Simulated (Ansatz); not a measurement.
Mg$_{5}$NiS$_{6}$: relaxed-ion elastic tensor

Theory: DFT PBE, scalar-relativistic, plane waves, PAW (Ansatz). Plane waves to 420 eV; Γ-centred k mesh 10×10×4; Fermi-Dirac smearing of 0.15 eV. No spin polarisation.

Equilibrium structure at this level:
```
CELL_PARAMETERS angstrom
3.65698 0.00000 0.00000
0.00000 3.65698 0.00000
0.00000 0.00000 15.36649
ATOMIC_POSITIONS crystal
Mg 0.00000 0.00000 0.65960
Mg 0.50000 0.50000 0.82788
Mg 0.00000 0.00000 0.00000
Mg 0.50000 0.50000 0.17212
Mg 0.00000 0.00000 0.34040
Ni 0.50000 0.50000 0.50000
S 0.00000 0.00000 0.82911
S 0.50000 0.50000 0.00000
S 0.00000 0.00000 0.17089
S 0.50000 0.50000 0.34616
S 0.00000 0.00000 0.50000
S 0.50000 0.50000 0.65384
```

The cell was found from a structure generator's guess, not taken from experiment. In a metal, frequencies and elastic constants depend on the k mesh and the smearing, soft modes and shear constants most.

(1) Give the relaxed-ion elastic constants (GPa, Voigt order xx yy zz yz xz xy, on the Cartesian axes of the cell above).

(2) Is the crystal stable against homogeneous strain?

(3) And the moduli of a polycrystal (Hill averages)?

Results:

(1)
```
148.5  43.9  40.4   0.0   0.0   0.0
 43.9 148.5  40.4   0.0   0.0   0.0
 40.4  40.4 150.3   0.0   0.0   0.0
  0.0   0.0   0.0  48.2   0.0   0.0
  0.0   0.0   0.0   0.0  48.2   0.0
  0.0   0.0   0.0   0.0   0.0  50.9
```

(2) Yes: the least eigenvalue of the tensor is 48.2 GPa.

(3) B = 77 GPa, G = 51 GPa, E = 125 GPa, ν = 0.23.
